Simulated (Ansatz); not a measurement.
This HfBr structure is the end of a relaxation. The cell was found from a structure generator's guess, not taken from experiment.

Computed with Ansatz, DFT PBE, scalar-relativistic, plane waves, PAW. Cutoff 420 eV, Γ-centred mesh, Gaussian smearing, no spin polarisation.

```
CELL_PARAMETERS angstrom
3.38059 0.00000 0.00000
-1.69029 2.92768 0.00000
0.00000 0.00000 5.14636
ATOMIC_POSITIONS crystal
Hf 0.00000 0.00000 0.50000
Br 0.00000 0.00000 0.00000
```

Energies over the elements count from the elements' standard structures at the same level, with no fitted energy shifts. The references include crystalline Br.

Q: Find its symmetry and describe it.

A: P6/mmm (No. 191). Conventional cell: a = 3.381 Å, c = 5.146 Å. Around Hf lie 2 Br at 2.57 Å; Br has 2 Hf at 2.57 Å.

Q: How far does it lie from the elements in energy?

A: −0.17 eV/atom. Whether it is stable depends on the other phases of the system, which aren't compared here.

Q: Is it a metal?

A: Yes, bands cross the Fermi level on the 18×18×12 mesh.

The last run used an 18×18×12 mesh (in the run's order of axes) for its 2-atom cell and Gaussian smearing of 0.10 eV. These runs have no spin–orbit coupling, which can matter for Hf. An odd number of electrons in the primitive cell allows no gap without spin; a larger cell or a magnetic state could open one. The cell is a metal run without spin; a magnetic state may lie lower. The reference form of Br is held partly by dispersion forces, which this level lacks. A structure relaxed within its symmetry needn't be a true minimum.
